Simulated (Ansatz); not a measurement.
TiGeO in space group P4/nmm (No. 129; Ti on 2c, Ge on 2a, O on 2c) under volume change, PBEsol (plane waves, PAW; program Ansatz), shape and atoms relaxed at each volume.

```tsv
V (Å³/atom)	E − E(relaxed) (meV/atom)	P (GPa)
11.307	55.2	17.41
11.680	23.0	10.53
12.053	5.4	4.78
12.425	0.0	0.00
12.798	4.7	-3.95
13.171	17.8	-7.17
13.544	37.6	-9.77
```

**Question.** What does a third-order Birch–Murnaghan fit give for V₀, B₀ and B′?

**Answer.** V₀ = 12.43 Å³/atom, B₀ = 143 GPa, B′ = 5.4.

The start of the workflow was typed in or built on a structure type; neither database checked (COD, Materials Project) lists it. Whether it is the stable phase at ambient conditions was not checked. The cell was relaxed with PBEsol under the symmetry of its start; whether a distortion lowers the energy is not shown. The workflow began spin-polarised and lost its moments. The volume moved by -19 % from the start of the relaxation.

Potentials: the earlier of the program's two PAW sets. The files were generated under PBE; for other functionals the program regenerates the frozen cores, and for LDA and PBEsol the local potential too.
